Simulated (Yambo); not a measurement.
## SiO₂: sweep of GW parameters

G0W0@PBEsol for SiO2 (α-cristobalite, space group P4_32_12, No. 96) in Yambo. Reference settings: 2×2×2 Γ-centred k mesh, 316 bands and a 8 Ry block in the screening, 316 bands in G with the Bruneval-Gonze terminator, plasmon pole fitted at 27.2 eV. The PBEsol gap Γ → Γ on this mesh is 5.70 eV; G0W0 gaps are taken between the same points.

```
change from the reference       G0W0 gap Γ → Γ (eV)  shift of the valence edge (eV)        rough Yambo cost
------------------------------  -------------------  ------------------------------  ----------------------
reference settings                             8.62                           -1.84                       1
117 bands in W, 117 bands in G                 8.68                           -1.67               about 1/3
201 bands in W, 201 bands in G                 8.62                           -1.78  within a factor of two
117 bands in G                                 8.62                           -1.83                       –
201 bands in G                                 8.62                           -1.84                       –
145 bands in W                                 8.65                           -1.73  within a factor of two
1 Ry block                                     9.37                           -2.53  within a factor of two
3 Ry block                                     8.52                           -1.84  within a factor of two
7 Ry block                                     8.57                           -1.81  within a factor of two
pole fitted at 10 eV                           8.55                           -1.73                       –
no random integration                          8.51                           -1.66                       –
2×2×1 mesh                                     8.59                           -1.79               about 1/3
117 bands in G, no terminator                  8.28                           -1.20                       –
201 bands in G, no terminator                  8.42                           -1.49                       –
no terminator                                  8.52                           -1.65                       –
```

The reference isn't shown to be the converged limit. Costs are rough (shared machines), scaled to the same edge states, and given only for runs that recompute the screening.

Geometry of the Materials Project entry, not relaxed at this level; primitive cell a = b = 4.976 Å, c = 6.901 Å, α = β = γ = 90.00°.

This is not the ordinary phase of the substance.

A shift is the quasiparticle energy of the state minus its PBEsol energy.
